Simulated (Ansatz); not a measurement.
Ge2Mo:
```xyz
6
Lattice="0.0000 4.3771 4.4082 2.4205 0.0000 4.4082 2.4205 4.3771 0.0000" Properties=species:S:1:pos:R:3 pbc="T T T"
Ge     2.4205     5.8061     4.4082
Ge     2.4205     2.9481     4.4082
Ge     3.6307     5.1367     6.6123
Ge     3.6307     7.9946     6.6123
Mo     0.0000     0.0000     0.0000
Mo     1.2102     2.1885     2.2041
```

Relaxed with PBE. Special points in fractions of this cell's reciprocal vectors: Γ (0.000, 0.000, 0.000); Y (0.500, 0.000, 0.500); T (1.000, 0.500, 0.500); Z (0.500, 0.500, 0.000); Σ0 (0.000, 0.402, 0.402); U0 (1.000, 0.598, 0.598); C0 (0.500, 0.249, 0.749); A0 (0.500, 0.751, 0.251); L (0.500, 0.500, 0.500).

Task: List the band energies nearest the Fermi level at these points for PBE in the plane-wave PAW code Ansatz.

Result: In eV from the Fermi level; about four levels below and three above (degenerate sets whole), none deeper than 8.9 eV; points with the same levels are listed once.

```json
[
 {"k": "Γ", "below": "-3.04 -2.45 -2.39 -2.36", "above": "0.28 1.14 1.91"},
 {"k": "Y", "below": "-2.80 -2.80 -0.49 -0.49", "above": "1.46 1.46 2.02 2.02"},
 {"k": "T", "below": "-2.30 -2.30 -0.73 -0.73", "above": "0.72 0.72 1.21 1.21"},
 {"k": "Z", "below": "-2.07 -2.07 -0.84 -0.84", "above": "1.97 1.97 2.06 2.06"},
 {"k": "Σ0", "below": "-1.65 -1.36 -0.89 -0.74", "above": "0.36 1.08 1.25"},
 {"k": "C0", "below": "-2.68 -2.68 -0.21 -0.21", "above": "0.64 0.64 1.23 1.23"},
 {"k": "L", "below": "-1.75 -1.43 -0.56 -0.03", "above": "0.32 0.80 1.22"}
]
```

Space group Fddd. A made-up cell: these elements were put on the sites of a structure type; neither database checked (COD, Materials Project) lists it. COD files the formula under space group No. 62, so this cell is another polymorph or a model. Its standing as an ambient phase is unchecked. Symmetry was held in the PBE relaxation; whether a distortion lowers the energy is not shown. No spin polarisation was allowed. Scalar-relativistic: spin–orbit coupling is off unless named, which matters more the heavier the elements.

Potentials: the later of the program's two PAW sets.
